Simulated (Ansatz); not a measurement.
## Structure relaxation, Ta

The start is a relaxed Ta cell, doubled along one cell vector, shaken by Gaussian noise of σ = 0.08 Å a coordinate. Cell shape, volume and atoms are optimised at zero target pressure with PBE (plane waves to 420 eV, PAW, scalar-relativistic; Ansatz, a quantum-chemistry and plane-wave program). The first steps use a coarse 14×14×7 k-mesh.

Starting cell:
```
Ta
1.0
   -1.65987     1.65987     1.65987
    1.65987    -1.65987     1.65987
    3.31974     3.31974    -3.31974
Ta
2
Cartesian
  0.04983  -0.09245  -0.05639
  1.77002   1.63342  -1.55867
```

Energy released: 0.06 eV/atom
Shortest distances (start → end): The closest pairs of elements (up to four, under 3.6 Å), start → end: Ta–Ta 2.71 → 2.87 Å
Band gap at the end: zero (metallic)
Optimiser moves: 6

Final structure:

Space group Im-3m (No. 229); a = 3.3197 Å, b = 3.3197 Å, c = 3.3197 Å, α = 90.00°, β = 90.00°, γ = 90.00°

| atom | site | symmetry | x | y | z |
|---|---|---|---|---|---|
| Ta | 2a | m-3m | 0.0000 | 0.0000 | 0.0000 |
(The calculation used a cell of 1 atom; values per cell refer to that cell.)

Final values are on a 20×20×20 k-mesh of the relaxed cell. No spin polarisation in the result.

The run could not lose the symmetry of its start.
